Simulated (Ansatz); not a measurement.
**GdGe2 (AlB2-type structure)**

Computed with Ansatz (plane waves, PAW, 420 eV cutoff): PBEsol, scalar-relativistic, collinear spin, Γ-centred 10×10×8 mesh, 0.05 eV Gaussian smearing. The datasets are Ansatz's generated set soft_2.

```
CELL_PARAMETERS angstrom
4.34041 0.00000 0.00000
-2.17021 3.75891 0.00000
0.00000 0.00000 3.88921
ATOMIC_POSITIONS crystal
Gd 0.00000 0.00000 0.00000
Ge 0.33333 0.66667 0.50000
Ge 0.66667 0.33333 0.50000
```

The start was a prototype's sites filled with these elements, not a measured cell.

Magnetic state: ferromagnetic, site spin moments Gd 6.92 μB.

The cell is relaxed to zero pressure at this level.

The cell has space group P6/mmm (read at 0.01 Å). In it the stress is 0.06, 0.06, -0.06, 0.00, 0.00, 0.00 GPa, so the shape isn't fully relaxed, and the largest force component 0.000 eV/Å. Each change below starts from this cell, without further relaxation. Stress is in GPa, positive in compression, in the order xx, yy, zz, yz, xz, xy; energies are counted from the cell above and are free energies with the smearing's entropy, which match forces and stress in a metal.

Problem. One atom was moved along a Cartesian axis, and these forces appeared. Which atom, and about how far?
```
atom  Fx (eV/Å)      Fy     Fz
 Gd1      0.031   0.001  0.000
 Ge2     -0.118   0.002  0.000
 Ge3      0.087  -0.003  0.000
```

Solution. Atom 2 (Ge) is moved by 0.02 Å along x; the energy changes by 1.2 meV per cell.

Problem. A single strain component, atoms carried along, gave the stress 0.10, 0.01, -0.07, 0.00, 0.00, 0.38. Which component, and about how large?

Solution. An engineering strain of -2 % in xy; the energy changes by 1.1 meV per cell.

Without a U the 4f levels of Gd lie too near the Fermi level, so their share of the states there, and what hangs on it, is overstated. Spin–orbit coupling, which matters for such heavy elements, is left out. The run wasn't fully tested for a lower electronic state. Site moments are of spin, integrated over atomic spheres. Only parallel moments were tried, so the real magnetic order may be another.
